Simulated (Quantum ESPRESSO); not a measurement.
## HfTa4Y3 (a curve over strain)

A calculation, not a measurement. The program is pw.x of Quantum ESPRESSO 7.5 (plane-wave density functional theory). The cell is made up: eight metal atoms on a hexagonal close-packed lattice, with elements, volume, strain and displacements drawn at random and not relaxed, so it may be unstable or far from any real phase. PseudoDojo standard norm-conserving files set the functional (PBE unless stated); there is no spin polarisation or spin-orbit coupling, the Fermi-Dirac width of 0.25 eV means electrons at about 2900 K, and the masses in the input are unused placeholders. Heavy elements are run without spin-orbit coupling, which real alloys of them have. A spin test at this wide smearing found no moment, but such smearing suppresses magnetism that the real alloy may have.

Seven runs add a strain to one cell (shear xy, as the tensor component); the atoms follow the cell and are not relaxed. Stress in the table is positive in tension.

Input of the run at -0.0001:

```
&control calculation='scf', pseudo_dir='./dojo.nc.sr.pbe.v0_5.standard.upf', outdir='./o', disk_io='minimal', tprnfor=.true., tstress=.true. /
&system ibrav=0, nat=8, ntyp=3, nbnd=67, ecutwfc=72.02867146, nosym=.true., tot_charge=0,
 occupations='smearing', smearing='fd', degauss=0.0183746611
/
&electrons conv_thr=1.470e-08, electron_maxstep=70, mixing_beta=0.5 /
ATOMIC_SPECIES
Hf 1.0 Hf.upf
Ta 1.0 Ta.upf
Y 1.0 Y.upf
CELL_PARAMETERS angstrom
3.3068 -0.0003 0.0
1.6537 -2.864 -5.3712
1.6525 8.5912 -5.3712
ATOMIC_POSITIONS angstrom
Hf -0.0397 0.0937 -0.0044
Ta 1.6841 2.9664 -5.3585
Ta 1.7025 -0.9276 -2.673
Y 3.3698 1.8412 -8.0475
Ta 3.3351 5.6974 -5.3663
Y 3.3044 0.0125 -5.2802
Ta 3.2596 1.8817 -2.6439
Y 4.9011 4.856 -8.014
K_POINTS automatic
7 4 3 1 1 1
```

| added strain | free energy less that of the input shown (eV) | stress xx (GPa) | stress yy (GPa) | stress zz (GPa) | stress xy (GPa) | pressure (GPa) | iterations |
| --- | --- | --- | --- | --- | --- | --- | --- |
| -0.0163 | -0.0049 | 9.92 | 8.39 | 7.61 | -0.30 | -8.64 | 20 |
| -0.0117 | -0.0056 | 9.95 | 8.42 | 7.60 | -0.11 | -8.66 | 20 |
| -0.0076 | -0.0052 | 9.97 | 8.44 | 7.60 | 0.07 | -8.67 | 20 |
| -0.0001 | 0.0000 | 9.98 | 8.44 | 7.60 | 0.39 | -8.67 | 20 |
| +0.0063 | 0.0079 | 9.98 | 8.41 | 7.62 | 0.66 | -8.67 | 20 |
| +0.0176 | 0.0304 | 9.93 | 8.29 | 7.66 | 1.12 | -8.63 | 20 |
| +0.0217 | 0.0409 | 9.90 | 8.23 | 7.68 | 1.28 | -8.60 | 20 |

A cubic fit gives a slope of stress xy against the added strain of 42 GPa at zero added strain, with the atoms clamped. Across the table the energy follows the integral of volume times stress to 0.2 meV. A rerun of one of the cells at a higher cutoff and on a denser mesh moved values by no more than 0.004 eV in energy, 0.05 GPa in stress and 0.003 eV/Å in force, and a second program with other atomic files agreed on that cell to 2 % rms in force and 0.5 GPa in pressure.